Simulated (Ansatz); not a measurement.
Here is an unrelaxed guess for Sn2Ge3.

```
Sn Ge
1.0
     3.57718    0.00000    0.00000
    -1.78859    3.09793    0.00000
     0.00000    0.00000   10.86340
Sn Ge
2 3
Direct
  0.33333 0.66667 0.20472
  0.33333 0.66667 0.61417
  0.00000 0.00000 0.00000
  0.66667 0.33333 0.40945
  0.66667 0.33333 0.81889
```

The calculation used DFT PBE, scalar-relativistic, plane waves, PAW (Ansatz 0.2.0). Settings: cutoff 420 eV, Γ-centred mesh 6×6×2 on the computed 5-atom cell, Gaussian smearing of 0.10 eV; no spin polarisation.

The zero of energy is the elements' standard structures at the same level; no fitted shifts are applied. The references include grey tin.

Q: Estimate its pressure, forces and energy as it stands.

A: The pressure is -0.6 GPa (the mean over three directions, positive in compression), the largest force is 0.51 eV/Å, and the energy is +0.32 eV/atom against the elements. The shortest distance is 2.85 Å.

Q: How much does it gain on relaxing, and where does it end?

A: Relaxing gains about 0.14 eV/atom (the start's value is from the coarse mesh, so the gain is rough) in 24 ionic steps and ends at +0.18 eV/atom on the finer mesh. The symmetry stays P3m1 (No. 156). The volume per atom stays near 24.2 Å³. The shortest distance goes from 2.85 Å (Ge–Ge) to 2.59 Å (Ge–Ge). The ratio c/a of the conventional cell changes by a factor of 0.70. Conventional cell: a = 4.030 Å, c = 8.600 Å. Sn on its first site is surrounded by 6 Ge at 2.91–3.05 Å and 1 Sn at 3.42 Å; Sn on its second site is surrounded by 3 Ge at 2.87 Å, 3 Ge at 3.11 Å and 1 Sn at 3.42 Å; Ge on its first site is surrounded by 3 Ge at 2.59 Å and 3 Sn at 3.05 Å; 2 more sites not described.

The last run used a 12×12×6 mesh (in the run's order of axes) for its 5-atom cell and Gaussian smearing of 0.10 eV. The relaxation can't lower the symmetry of the start. A structure relaxed within its symmetry needn't be a true minimum.
